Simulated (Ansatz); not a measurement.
Stationary points along a deformation path in AlNi

Method: DFT PBEsol, scalar-relativistic, plane waves, PAW in Ansatz. The runs took a 420 eV cutoff, a Γ-centred 18×18×18 mesh and Gaussian smearing (0.15 eV). No spin polarisation. A magnetic state may lie lower. Energies are free energies at this smearing, counted from the undisturbed cell; pressure is positive in compression.

Reference structure (as given, not relaxed at this level; it stands at -3.2 GPa, and it needn't be the usual structure):

```xyz
2
Lattice="2.8810 0.0000 0.0000 0.0000 2.8810 0.0000 0.0000 0.0000 2.8810" Properties=species:S:1:pos:R:3 pbc="T T T"
Al    0.0000    0.0000    0.0000
Ni    1.4405    1.4405    1.4405
```

At fixed volume and fractional coordinates, lengths along (0.577, 0.577, 0.577) are scaled against those across it; ρ is that ratio over its starting value. V = 11.956 Å³/atom. Δσ is the stress along the axis less the mean stress across it (compression positive).

| ρ | ΔE (meV/atom) | Δσ (GPa) | space group |
| --- | --- | --- | --- |
| 0.500 | 6003.8 | 446.24 | R-3m |
| 0.710 | 1072.6 | 149.37 | R-3m |
| 1.000 | 0.0 | 0.00 | Pm-3m |
| 1.410 | 421.5 | -36.75 | R-3m |
| 2.000 | 795.2 | 0.00 | Fm-3m |

Q: How does the stress give the slope of the energy, and where is the energy stationary?

A: Along the path d ln(length) is 2/3 d ln ρ on the axis and −1/3 d ln ρ across it, so dE/d ln ρ = −(2/3) V Δσ: the energy falls with ρ where Δσ is positive. Δσ vanishes or changes sign at ρ = 1.000 (Pm-3m), a minimum at 0.0 meV/atom; at ρ = 2.000 (Fm-3m, an end of the scan), at 795.2 meV/atom. Pairs of stationary points between two samples would go unseen, and could change a minimum read from distant neighbours into a maximum. At ρ = 1.000, 2.000 the cell is cubic, where symmetry alone makes the stress isotropic and the slope zero.

In a metal these slopes depend on the k mesh and the smearing.